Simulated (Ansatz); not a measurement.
Cu₂Se:
```yaml
crystal:
  lattice:
    - [0.00000, 2.84585, 2.84585]
    - [2.84585, 0.00000, 2.84585]
    - [2.84585, 2.84585, 0.00000]
  atoms:
    - { symbol: Cu, position: [0.75000, 0.75000, 0.75000] }
    - { symbol: Cu, position: [0.50000, 0.50000, 0.50000] }
    - { symbol: Se, position: [0.00000, 0.00000, 0.00000] }
```

Relaxed with PBEsol. Special points in fractions of this cell's reciprocal vectors: Γ (0.000, 0.000, 0.000); X (0.500, 0.000, 0.500); U (0.625, 0.250, 0.625); K (0.375, 0.375, 0.750); L (0.500, 0.500, 0.500); W (0.500, 0.250, 0.750).

Problem. List the band energies nearest the Fermi level at these points for PBEsol in the plane-wave PAW code Ansatz.

Solution. In eV from the Fermi level; about four levels below and three above (degenerate sets whole), none deeper than 8.9 eV; points with the same levels are listed once.

```csv
k,below,above
Γ,-1.55 -0.19 -0.19 -0.19,5.36 5.36 5.36
X,-1.85 -1.71 -1.71 -0.11,3.62 8.26 8.66 8.66
U,-1.84 -1.77 -1.72 -1.47,1.09 4.55 6.70
L,-1.86 -1.86 -1.76 -0.17 -0.17,0.81 3.83 3.83
W,-1.89 -1.86 -1.73 -1.67,2.81 3.97 5.07
```

Space group F-43m. The workflow started from an entry of the Crystallography Open Database (COD). Whether it is the stable phase at ambient conditions was not checked. The cell was relaxed with PBEsol under the symmetry of its start. At this level the phase is mechanically unstable. No spin polarisation was allowed. Scalar-relativistic: spin–orbit coupling is off unless named, which matters more the heavier the elements.

Potentials: the later of the program's two PAW sets.
